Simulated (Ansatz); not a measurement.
B:
Space group R-3m, hexagonal axes (No. 166); a = 4.899 Å, b = 4.899 Å, c = 12.514 Å, α = 90.00°, β = 90.00°, γ = 120.00°

```
atom  site  symmetry       x       y       z
----  ----  --------  ------  ------  ------
B      18h        .m  0.2370  0.1185  0.1086
B      18h        .m  0.1963  0.3925  0.0243
```
(The calculation used a cell of 12 atoms; values per cell refer to that cell.)

Relaxed with r²SCAN.

Q: Which orbitals make up the states near the band edges in the program Ansatz at the r²SCAN level (PAW)?

A: Top 1 eV of the valence band: B 2p 96 %. Bottom 1 eV of the conduction band: B 2p 80 %, B 2s 17 %. Projections are on Löwdin-orthogonalised atomic valence shells; empty p or d shells of many metals are not among them.

Q: Tabulate the density of states.

A: States/eV per cell of 12 atoms, in 0.25 eV bins, energy from the valence-band maximum.

```
E (eV)  total  B 2p  B 2s
------  -----  ----  ----
-7.86    2.88  2.16  0.69
-7.61    2.19  1.66  0.51
-7.36    2.73  2.07  0.63
-7.11    3.09  2.39  0.67
-6.86    2.49  1.95  0.53
-6.61    2.57  2.03  0.52
-6.36    2.71  2.17  0.52
-6.11    2.73  2.24  0.47
-5.86    2.92  2.46  0.44
-5.61    3.41  3.03  0.36
-5.36    2.65  2.37  0.26
-5.11    1.18  1.05  0.12
-4.86    1.27  1.13  0.13
-4.61    2.07  1.83  0.23
-4.36    3.69  3.23  0.43
-4.11    5.69  5.08  0.58
-3.86    3.57  3.23  0.32
-3.61    3.72  3.29  0.41
-3.36    5.37  4.84  0.50
-3.11    3.30  2.99  0.29
-2.86    4.44  4.02  0.40
-2.61    4.64  4.19  0.43
-2.36    4.33  3.98  0.33
-2.11    5.41  5.00  0.39
-1.86    5.16  4.84  0.30
-1.61    2.46  2.25  0.19
-1.36    1.95  1.80  0.14
-1.11    1.61  1.50  0.10
-0.86    1.25  1.19  0.06
-0.61    0.33  0.32  0.01
-0.36    0.14  0.14  0.00
-0.11    0.03  0.03  0.00
0.14     0.00  0.00  0.00
0.39     0.00  0.00  0.00
0.64     0.00  0.00  0.00
0.89     0.00  0.00  0.00
1.14     0.00  0.00  0.00
1.39     0.00  0.00  0.00
1.64     0.52  0.41  0.10
1.89     3.02  2.37  0.55
2.14     2.18  1.74  0.36
2.39     1.43  1.16  0.21
2.64     1.10  0.89  0.17
2.89     1.14  0.86  0.24
3.14     2.59  1.89  0.60
3.39     3.96  2.87  0.95
3.64     3.05  2.32  0.62
3.89     2.35  1.85  0.41
4.14     2.83  2.13  0.58
4.39     2.92  2.19  0.60
4.64     2.19  1.63  0.44
4.89     2.37  1.75  0.49
5.14     2.79  1.91  0.75
5.39     3.75  2.58  0.96
5.64     3.47  2.44  0.81
5.89     2.98  2.17  0.60
6.14     3.27  2.33  0.69
6.39     2.51  1.80  0.52
```

The r²SCAN relaxation kept the symmetry of its start; phonons on a q-mesh show no instability.

Potentials: the later of the program's two PAW sets.
